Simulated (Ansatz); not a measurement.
**TlOs: one input, then a changed one**

The structure comes from a relaxation in the same program, started in the L11 type, and has space group R-3m. Whether it is a known phase or the ground state wasn't checked.

First run: DFT, PBE, PAW with Ansatz's default frozen-core files, fully relativistic files with spin-orbit coupling (Ansatz 0.2.0).

Command: `ansatz run input.yaml --threads 1 --pin off --max-ram 2048MiB --backend cpu --events-out ev --progress --plain --runs-dir out` The run took 110 s on 1 thread of Intel(R) Xeon(R) Processor @ 2.50GHz (Skylake/Cascade Lake), on a shared host, peak memory 0.88 GiB.

```yaml
crystal:
  lattice:
    - [1.537412767, -0.8876256748, 4.3915178759]
    - [0.0, 1.7752513497, 4.3915178759]
    - [-1.537412767, -0.8876256748, 4.3915178759]
  atoms:
    - { symbol: Os, position: [0.0, 0.0, 0.0] }
    - { symbol: Tl, position: [0.5, 0.5, 0.5] }
kpoints:
  mp_grid: { grid: [12, 12, 12] }
  band_path:
    path:
      - [0.0, 0.0, 0.0]
      - [0.5, 0.5, 0.5]
      - [0.8060975956, 0.1939024044, 0.5]
      - [0.5, -0.1939024044, 0.1939024044]
      - [0.5, 0.0, 0.0]
      - [0.0, 0.0, 0.0]
      - [0.3469512022, -0.3469512022, 0.0]
      - [0.6530487978, 0.0, 0.3469512022]
      - [0.5, 0.0, 0.5]
    npoints: 5
scf:
  occupations: { method: fermi_dirac, width: 0.05 }
hamiltonian:
  xc: pbe
  pseudopotentials: { kind: paw_fr }
output:
  forces: true
  stress: true
  eigenvalues: true
  efg: { contact_densities: true }
  write_density: true
  write_potential: true
  elf: true
  volumetric_format: npy
magnetization:
  noncollinear: true
  spin_orbit: true
```

Result: converged; pressure 4.29 GPa; 7 SCF iterations.

Spin polarisation is left out, and whether a magnetic state lies lower isn't shown here.

The input is then changed:

```diff
@@ -8,5 +8,5 @@
     - { symbol: Tl, position: [0.5, 0.5, 0.5] }
 kpoints:
-  mp_grid: { grid: [12, 12, 12] }
+  mp_grid: { grid: [12, 12, 12], shift: [0.5, 0.5, 0.5] }
   band_path:
     path:
@@ -23,4 +23,5 @@
 scf:
   occupations: { method: fermi_dirac, width: 0.05 }
+  initial_density: { chi_scale: 0.3 }
 hamiltonian:
   xc: pbe
@@ -31,8 +32,4 @@
   eigenvalues: true
   efg: { contact_densities: true }
-  write_density: true
-  write_potential: true
-  elf: true
-  volumetric_format: npy
 magnetization:
   noncollinear: true
```

(1) What does the second run give?

Results:

(1) It converged; energy at zero smearing 0.0 meV/atom from the first run; pressure 4.28 GPa; 8 SCF iterations.
